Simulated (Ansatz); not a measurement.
Relaxed-ion elastic tensor of GaNi$_{3}$N (anti-perovskite, space group No. 221) in GPa (Voigt order), the program Ansatz at the PBEsol level (PAW); density 8.31 g/cm³, 10.38 Å³ per atom.

|  | 1 | 2 | 3 | 4 | 5 | 6 |
|---|---|---|---|---|---|---|
| 1 | 368 | 146 | 146 | 0.0 | 0.0 | 0.0 |
| 2 | 146 | 368 | 146 | 0.0 | 0.0 | 0.0 |
| 3 | 146 | 146 | 368 | 0.0 | 0.0 | 0.0 |
| 4 | 0.0 | 0.0 | 0.0 | 50.7 | 0.0 | 0.0 |
| 5 | 0.0 | 0.0 | 0.0 | 0.0 | 50.7 | 0.0 |
| 6 | 0.0 | 0.0 | 0.0 | 0.0 | 0.0 | 50.7 |

### Question
Is the crystal mechanically stable?

### Answer
Yes: the smallest eigenvalue of C is 50.7 GPa.

### Question
Work out the Voigt, Reuss and Hill averages.

### Answer
K_V = 220, K_R = 220, K_H = 220; G_V = 74.7, G_R = 64.8, G_H = 69.8 GPa.

### Question
Give Young's modulus, Poisson's ratio, Pugh's ratio and the universal anisotropy index.

### Answer
E = 9KG/(3K + G) = 189 GPa; ν = 0.36; K/G = 3.16 (ductile by the Pugh limit of 1.75); A_U = 5G_V/G_R + K_V/K_R − 6 = 0.77.

### Question
Estimate the sound speeds and the Debye temperature.

### Answer
v_l = √((K + 4G/3)/ρ) = 6140 m/s, v_t = √(G/ρ) = 2900 m/s, mean 3260 m/s; Θ = (h/k)(3n/4πV)^(1/3) v_m = 445 K.

### Question
Give the Zener ratio and Young's modulus along [100], [110] and [111].

### Answer
A = 2C44/(C11 − C12) = 0.46; 1/E = S11 − 2(S11 − S12 − S44/2)Γ with Γ = 0, 1/4, 1/3 gives 285, 162, 141 GPa.

Space group Pm-3m (anti-perovskite). The cell is a constructed one: a structure type filled with these elements; neither database checked (COD, Materials Project) lists it. Whether it is the stable phase at ambient conditions was not checked. The cell was relaxed with PBEsol under the symmetry of its start; phonons show weakly imaginary modes. The workflow began spin-polarised and lost its moments. As this level gives no gap, shear constants depend on the k-mesh and smearing (Fermi–Dirac, 0.1 eV here).

Potentials: the later of the program's two PAW sets.
